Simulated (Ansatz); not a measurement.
Given:

SnS:
```yaml
crystal:
  lattice:
    - [11.16104, 0.00000, 0.00000]
    - [0.00000, 3.99948, 0.00000]
    - [0.00000, 0.00000, 4.26193]
  atoms:
    - { symbol: Sn, position: [0.61850, 0.25000, 0.38789] }
    - { symbol: Sn, position: [0.38150, 0.75000, 0.61211] }
    - { symbol: Sn, position: [0.88150, 0.75000, 0.88789] }
    - { symbol: Sn, position: [0.11850, 0.25000, 0.11211] }
    - { symbol: S, position: [0.35289, 0.25000, 0.02501] }
    - { symbol: S, position: [0.64711, 0.75000, 0.97499] }
    - { symbol: S, position: [0.14711, 0.75000, 0.52501] }
    - { symbol: S, position: [0.85289, 0.25000, 0.47499] }
```

This is the PBE+D3(BJ)-relaxed structure. Tensor components refer to the Cartesian frame of this cell.

Problem. All from PBE+D3(BJ) (plane waves, PAW; program Ansatz), unless another level is named. Estimate the hole effective mass.

Solution. 0.17, 0.17, 1.9 mₑ (principal values).

Problem. Predict the gap with spin–orbit coupling.

Solution. 0.63 eV.

Problem. Give the conduction-band minimum.

Solution. on the Y–Γ line, 36 % of the way from Y (k = 0.000, 0.319, 0.000) (2 equivalent valleys).

Problem. Predict the weight of the valence-edge state by species (Voronoi cells).

Solution. S 55 %, Sn 45 %.

Problem. Predict the weight of the conduction-edge state by species (Voronoi cells).

Solution. Sn 62 %, S 38 %.

Space group Pnma. The cell was relaxed with PBE+D3(BJ) under the symmetry of its start. Scalar-relativistic: spin–orbit coupling is off unless named, which matters more the heavier the elements.

Potentials: the later of the program's two PAW sets.
